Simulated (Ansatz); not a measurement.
Cells of ZnSnN2 relaxed with PBEsol (plane waves to 420 eV, PAW, scalar-relativistic; Ansatz, a first-principles code), each with a space-group label. One label is wrong.

**A**, labelled I-42d (No. 122)
```
CELL_PARAMETERS angstrom
      3.14413     0.00000     0.00000
     -1.57207     2.72290     0.00000
      0.00000     0.00000    10.60979
ATOMIC_POSITIONS crystal
  Zn 0.33333 0.66667 0.75000
  Zn 0.66667 0.33333 0.25000
  N  0.33333 0.66667 0.11729
  N  0.66667 0.33333 0.61728
  N  0.66667 0.33333 0.88272
  N  0.33333 0.66667 0.38272
  Sn 0.00000 0.00000 0.00000
  Sn 0.00000 0.00000 0.50000
```

**B**, labelled P-6m2 (No. 187)
```
CELL_PARAMETERS angstrom
      3.62925     0.00000     0.00000
     -1.81463     3.14302     0.00000
      0.00000     0.00000     4.47993
ATOMIC_POSITIONS crystal
  Zn 0.33333 0.66667 0.00000
  Sn 0.00000 0.00000 0.50000
  N  0.33333 0.66667 0.50000
  N  0.00000 0.00000 0.00000
```

**C**, labelled P4/mmm (No. 123)
```
CELL_PARAMETERS angstrom
      4.11780     0.00000     0.00000
      0.00000     4.11780     0.00000
      0.00000     0.00000     3.03999
ATOMIC_POSITIONS crystal
  Zn 0.50000 0.50000 0.50000
  Sn 0.00000 0.00000 0.00000
  N  0.00000 0.50000 0.00000
  N  0.50000 0.00000 0.00000
```

Problem. Which label is wrong, and what should it be (tolerance 0.01 Å)?

Solution. A: its symmetry is P6₃/mmc (No. 194), hP8; a = b = 3.1441 Å, c = 10.6098 Å, α = β = 90.00°, γ = 120.00°.

Each run could gain symmetry but not lose that of its start, so entries can be saddle points. All of these are generated cells (placed on structure types, drawn at random, substituted or restacked) that were not matched to a known phase here.

No spin polarisation in the result.
